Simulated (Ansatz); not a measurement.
## Pt (Im-3m), stationary points along a deformation path

Method: DFT PBEsol, scalar-relativistic, plane waves, PAW in Ansatz. Cutoff 420 eV, Γ-centred 30×30×30 k-points, Gaussian smearing of 0.15 eV. Spin–orbit coupling is left out, which can shift energies with elements as heavy as these. No spin polarisation. Energies are free energies at this smearing, counted from the undisturbed cell; pressure is positive in compression.

The starting cell (relaxed at this level; with this scan's settings it stands at 0.2 GPa; this bcc form isn't the usual structure):

```
Pt
1.0
    -1.56047    1.56047    1.56047
     1.56047   -1.56047    1.56047
     1.56047    1.56047   -1.56047
Pt
1
Direct
  0.00000 0.00000 0.00000
```

At fixed volume and fractional coordinates, lengths along (0.000, 0.000, 1.000) are scaled against those across it; ρ is that ratio over its starting value. V = 15.199 Å³/atom. Δσ is the stress along the axis less the mean stress across it (compression positive).

```
    ρ  ΔE (meV/atom)  Δσ (GPa) space group
0.650          571.5    114.96       I4/mmm
0.707          116.7     58.80       I4/mmm
0.780          -90.4     11.08       I4/mmm
0.850          -81.0    -10.59       I4/mmm
0.920          -24.3     -9.16       I4/mmm
0.960           -5.9     -4.54       I4/mmm
1.000            0.0      0.00        Im-3m
1.050           -7.5      4.52       I4/mmm
1.100          -24.5      6.67       I4/mmm
1.200          -64.3      7.37       I4/mmm
1.300          -98.5      5.70       I4/mmm
1.414         -116.1      0.02        Fm-3m
1.500         -103.4     -7.17       I4/mmm
```

Q: How does the stress give the slope of the energy, and where is the energy stationary?

A: Along the path d ln(length) is 2/3 d ln ρ on the axis and −1/3 d ln ρ across it, so dE/d ln ρ = −(2/3) V Δσ: the energy falls with ρ where Δσ is positive. Δσ vanishes or changes sign between ρ = 0.780 and 0.850, a minimum (near 0.82 by linear interpolation); at ρ = 1.000 (Im-3m), a maximum at 0.0 meV/atom; at ρ = 1.414 (Fm-3m), a minimum at -116.1 meV/atom. Pairs of stationary points between two samples would go unseen, and could change a minimum read from distant neighbours into a maximum. At ρ = 1.000, 1.414 the cell is cubic, where symmetry alone makes the stress isotropic and the slope zero.

Q: Which shear constant sets the curvature at ρ = 1?

A: For a cubic crystal E/V = (2/3) C (ln ρ)² with C = C′ = (C11 − C12)/2, so Δσ = −2C ln ρ. The parabola of Δσ against ln ρ through ρ = 0.960, 1 and 1.050 gives C ≈ -51 GPa with the ions clamped, rough because the steps are large. It is negative, so the cubic cell is unstable to this shear.

Q: Integrate that slope from ρ = 1 to 1.200 by the trapezoid rule.

A: With V/N in Å³ and 1 eV/Å³ = 160.2 GPa the slopes at ρ = 1.000, 1.050, 1.100, 1.200 are 0, -286, -422, -466 meV/atom per unit of ln ρ. The steps add (-7.0) + (-16.5) + (-38.6) = -62.0 meV/atom, against -64.3 from the energies; the trapezoid rule misses the curvature of the slope within each step.

Q: Is the start the lowest point of the path?

A: No: ρ = 1.414 lies 116.1 meV/atom lower, with no sampled rise above the start on the way. Volume and inner coordinates are held, so a relaxed structure there would lie lower still.

In a metal these slopes depend on the k mesh and the smearing.

Cost: 13 runs of about 4.9 core-minutes in all, on Arm Neoverse V1 (shared hosts).